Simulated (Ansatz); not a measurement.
**Stress against strain in Ag**

```yaml
crystal:
  lattice:
    - [0.00000, 2.04310, 2.04310]
    - [2.04310, 0.00000, 2.04310]
    - [2.04310, 2.04310, 0.00000]
  atoms:
    - { symbol: Ag, position: [0.00000, 0.00000, 0.00000] }
```

The cell comes from COD entry 9008459, which wasn't checked; take it as a given geometry.

Level of theory: DFT, LDA, all-electron LAPW, scalar-relativistic in Ansatz 0.2.0.

Settings: a Γ-centred 15×15×15 k mesh, Fermi–Dirac smearing of 0.05 eV, basis error target 1 meV/atom, no spin polarisation.

The strain is applied along the Cartesian axes of the cell as listed (the other components stay zero). Fractional coordinates are held (clamped ions).

σ is the change of stress from the unstrained cell, which is at -7.45 GPa; tension is positive, so slopes are stress–strain coefficients at that pressure. In a metal the k mesh adds noise.

Only quantities that a quadratic follows smoothly over the whole series are listed; rougher ones are left out.

```tsv
εxx = εyy	σzz (GPa)	σxx (GPa)
-0.0300	-6.25	-7.52
-0.0200	-3.97	-4.62
0.0000	0.00	0.00
0.0100	1.77	1.76
0.0200	3.31	3.27
0.0300	4.54	4.62
```

Task: Fit the series and read off the stiffness at zero strain.

Result: Least-squares fits y = p0 + p1 x + p2 x² to the rows give σzz (GPa): p1 = 181, p2 = -980; σxx (GPa): p1 = 201, p2 = -1600. So 2 C12 = 181 GPa and C11 + C12 = 201 GPa.

Task: One run, at εxx = εyy = -0.0100, is withheld. Predict its row.

Result: The fits give -1.86, -2.21; the run gave -1.91, -2.11.
